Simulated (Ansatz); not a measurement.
The start is a generated cell, Li placed in the diamond structure type. A full variable-cell relaxation at zero pressure is run with PBE (plane waves to 420 eV, PAW, scalar-relativistic; Ansatz, a first-principles code). The first steps use a coarse 10×10×10 k-mesh.

Input geometry:
```
CELL_PARAMETERS angstrom
      0.00000     2.95665     2.95665
      2.95665     0.00000     2.95665
      2.95665     2.95665     0.00000
ATOMIC_POSITIONS crystal
  Li 0.25000 0.25000 0.25000
  Li 0.00000 0.00000 0.00000
```

Q: By how much does the energy per atom fall from start to end?

A: Under 0.01 eV/atom.

Q: How does the volume change?

A: -0.9 %, from 25.85 to 25.60 Å³/atom.

Q: How do the shortest distances between atoms change?

A: The closest pairs of elements (up to four, under 3.6 Å), start → end: Li–Li 2.56 → 2.55 Å.

Q: Give the final cell and atomic positions.

A: 
Space group Fd-3m, origin choice 1 (No. 227); a = b = c = 5.8948 Å, α = β = γ = 90.00°

| atom | site | symmetry | x | y | z |
|---|---|---|---|---|---|
| Li | 8b | -43m | 0.5000 | 0.5000 | 0.5000 |
(The calculation used a cell of 2 atoms; values per cell refer to that cell.)

The space group stays Fd-3m (No. 227) (the run could not lower it); the end is diamond type, with 2 atoms in the primitive cell. Final values are on a 14×14×14 k-mesh of the relaxed cell. No spin polarisation in the result.

The run could not lose the symmetry of its start, so the end can be a saddle point.

All atoms sit on sites fixed by symmetry, so only the cell could relax.

The relaxed structure here is a generated cell of Li: the first start was made by placing the elements on the sites of a structure type, and the end was not matched to a known phase here, so it may be hypothetical. Known forms of Li include space group No. 229.
